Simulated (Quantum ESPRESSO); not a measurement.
**Band energies of AlP**

```
AlP
1.0
    0.00000     2.73649     2.73649
    2.73649     0.00000     2.73649
    2.73649     2.73649     0.00000
Al P
1 1
Direct
  0.00000   0.00000   0.00000
  0.25000   0.25000   0.25000
```

norm-conserving PBE (Quantum ESPRESSO, 44 Ry, without SOC); path ΓXWKΓLUWLK,UX; energies in eV from the valence-band maximum.

| k (1/Å) | point | band 1 | band 2 | band 3 | band 4 | band 5 | band 6 | band 7 |
|---|---|---|---|---|---|---|---|---|
| 0.00 | Γ | -11.47 | 0.00 | 0.00 | 0.00 | 3.22 | 4.55 | 4.55 |
| 0.31 |  | -11.20 | -1.27 | -0.54 | -0.54 | 3.85 | 4.44 | 5.46 |
| 0.73 |  | -10.11 | -3.81 | -1.65 | -1.65 | 2.33 | 3.33 | 8.15 |
| 1.15 | X | -9.15 | -5.28 | -2.09 | -2.09 | 1.59 | 2.47 | 10.99 |
| 1.61 |  | -9.11 | -4.95 | -3.04 | -2.74 | 3.85 | 4.95 | 6.91 |
| 1.72 | W | -9.11 | -4.90 | -3.15 | -2.79 | 4.32 | 5.90 | 6.14 |
| 2.13 | K | -9.18 | -5.00 | -3.39 | -1.72 | 2.44 | 5.10 | 8.42 |
| 2.53 |  | -9.93 | -4.33 | -2.81 | -0.84 | 3.76 | 6.08 | 6.18 |
| 2.84 |  | -10.79 | -2.84 | -1.45 | -0.26 | 4.30 | 4.93 | 5.21 |
| 3.24 |  | -11.44 | -0.24 | -0.07 | -0.01 | 3.41 | 4.54 | 4.58 |
| 3.35 | Γ | -11.47 | 0.00 | 0.00 | 0.00 | 3.22 | 4.55 | 4.55 |
| 3.64 |  | -11.22 | -1.61 | -0.20 | -0.20 | 3.63 | 4.92 | 4.92 |
| 4.04 |  | -10.30 | -4.52 | -0.64 | -0.64 | 2.98 | 5.00 | 5.00 |
| 4.34 | L | -9.81 | -5.50 | -0.76 | -0.76 | 2.78 | 4.81 | 4.81 |
| 4.44 |  | -9.79 | -5.47 | -0.96 | -0.80 | 2.98 | 4.73 | 4.92 |
| 4.84 |  | -9.37 | -5.02 | -3.13 | -1.45 | 2.88 | 6.07 | 7.06 |
| 5.04 | U | -9.18 | -5.00 | -3.39 | -1.72 | 2.44 | 5.10 | 8.42 |
| 5.14 |  | -9.18 | -4.99 | -3.37 | -1.88 | 2.69 | 5.13 | 7.89 |
| 5.45 | W | -9.11 | -4.90 | -3.15 | -2.79 | 4.32 | 5.90 | 6.14 |
| 5.55 |  | -9.14 | -4.89 | -3.24 | -2.59 | 4.26 | 5.65 | 6.16 |
| 5.96 |  | -9.62 | -5.28 | -2.04 | -1.17 | 3.77 | 4.41 | 5.98 |
| 6.26 | L | -9.81 | -5.50 | -0.76 | -0.76 | 2.78 | 4.81 | 4.81 |
| 6.35 |  | -9.79 | -5.48 | -0.92 | -0.79 | 2.93 | 4.75 | 4.90 |
| 6.70 |  | -9.46 | -5.10 | -2.84 | -1.34 | 3.06 | 5.87 | 6.60 |
| 6.96 | K | -9.18 | -5.00 | -3.39 | -1.72 | 2.44 | 5.10 | 8.42 |
| 6.96 | U | -9.18 | -5.00 | -3.39 | -1.72 | 2.44 | 5.10 | 8.42 |
| 7.37 | X | -9.15 | -5.28 | -2.09 | -2.09 | 1.59 | 2.47 | 10.99 |

The PBE gap is indirect, 1.59 eV, from Γ to X; the smallest direct gap is 3.22 eV.

Geometry of the Materials Project entry, not relaxed at this level.
